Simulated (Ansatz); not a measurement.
Li₂Pd: do energies and stresses tell the same story?

Method: DFT PBEsol, scalar-relativistic, plane waves, PAW in Ansatz.

Cutoff 420 eV; k points 12×12×16 on the computed 3-atom cell (Γ-centred); Gaussian smearing, width 0.10 eV; no spin polarisation.

Relaxed cell: P6/mmm, a = 4.201 Å, b = 4.201 Å, c = 2.662 Å, α = 90.00°, β = 90.00°, γ = 120.00°, 3 atoms in the primitive cell. Whether it is the stable form of this composition wasn't checked.

Energies at zero smearing and pressures from the stress tensor, at volumes with shape and atoms relaxed:
```
V (Å³/atom) E − E(first) (meV/atom) P (GPa)
     12.746                     0.00     3.77
     13.153                    -6.93     1.73
     13.560                    -9.05     0.00
     13.966                    -7.05    -1.48
     14.373                    -1.53    -2.77
```

**Question.** Check P = −dE/dV between neighbouring volumes, and get the bulk modulus from the pressures alone.

**Answer.** With 1 eV/Å³ = 160.2 GPa:
| middle V (Å³/atom) | −ΔE/ΔV (GPa) | mean P (GPa) |
| --- | --- | --- |
| 12.949 | 2.730 | 2.748 |
| 13.356 | 0.835 | 0.864 |
| 13.763 | -0.790 | -0.742 |
| 14.170 | -2.174 | -2.125 |

The two differ by 0.05 GPa at most. The mean of two end pressures misses the average over a step by about ΔV² P″/12, up to 0.03 GPa here; with that taken off 0.04 GPa remains. The stress is the derivative of the free energy, not of the energy at zero smearing, and with free energies 0.01 GPa remains. Around V = 13.560 Å³/atom, the two neighbours give B = −V ΔP/ΔV = 13.560 × 3.21 / 0.814 = 53.5 GPa, against B0 = 54.0 GPa from the Birch–Murnaghan fit of the energies.